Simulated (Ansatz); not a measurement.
Li2H6Pt:
Space group Fm-3m (No. 225); a = b = c = 6.6058 Å, α = β = γ = 90.00°

| atom | site | symmetry | x | y | z |
|---|---|---|---|---|---|
| Li | 8c | -43m | 0.2500 | 0.2500 | 0.2500 |
| H | 24e | 4m.m | 0.0000 | 0.0000 | 0.2483 |
| Pt | 4a | m-3m | 0.0000 | 0.0000 | 0.0000 |
(The calculation used a cell of 9 atoms; values per cell refer to that cell.)

Relaxed with PBEsol. 

### Question
HSE06 on this cell (Ansatz, an electronic-structure program, PAW) gives a gap of 3.66 eV. What does PBEsol give?

### Answer
2.54 eV.

Cost on shared cores: the PBEsol run (SCF on a 7×7×7 mesh, then bands and DOS) roughly 40 core-seconds, the HSE06 run (SCF on 4×4×4, then a few points) very roughly 2.0 core-minutes; the tasks are unlike.

The first step of the workflow began from a Materials Project structure, measured or hypothetical; the Crystallography Open Database copy checked does not list it. Its standing as an ambient phase is unchecked. The cell was relaxed with PBEsol under the symmetry of its start; of distortions, only those at the zone centre were tested. No spin polarisation was allowed. Spin–orbit coupling is left out wherever it is not named.

Potentials: the later of the program's two PAW sets.

Ansatz is a plane-wave DFT program.
